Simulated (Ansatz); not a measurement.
**Structures of In₃PtAu: which is lowest?**

Plane-wave DFT in Ansatz with scalar-relativistic PAW potentials, cutoff 420 eV, Γ-centred meshes chosen by cell and gap, Gaussian smearing with energies taken to zero width. Every cell was relaxed (cell and atoms) in a run of its own, within the symmetry of its start. Functional: PBE.

Relaxed structures (starts from databases or built by putting these elements on another compound's sites):
A. P4mm, 5 atoms in the computed cell, a = 5.255 Å, c = 5.225 Å; sites (symmetry × multiplicity) In 2mm. × 2 + 4mm × 1, Pt 4mm × 1, Au 4mm × 1; start: built
B. P6_3/mmc, 10 atoms in the computed cell, a = 7.471 Å, c = 4.995 Å; sites (symmetry × multiplicity) In mm2 × 6, Pt -6m2 × 2, Au -3m. × 2; start: built

**Question.** Rank them by energy. Could pressure change the order?

**Answer.**
| structure | group | E − E(lowest) (meV/atom) | V (Å³/atom) | gap on mesh (eV) |
| --- | --- | --- | --- | --- |
| A | P4mm | 0.0 | 28.86 | 0.00 |
| B | P6_3/mmc | 209 | 24.15 | 0.00 |

A is lowest, 209 meV/atom under B. B is denser by 4.71 Å³/atom, so pressure favours it: ΔE/ΔV, with ΔE in eV and 1 eV/Å³ = 160.2 GPa, gives about 7 GPa for equal enthalpy if both cells were rigid, a rough figure since the two compress differently. Other structures may lie lower than all of these, and vibrations aren't counted.

Spin-orbit coupling is left out, which matters for the bands of heavy elements.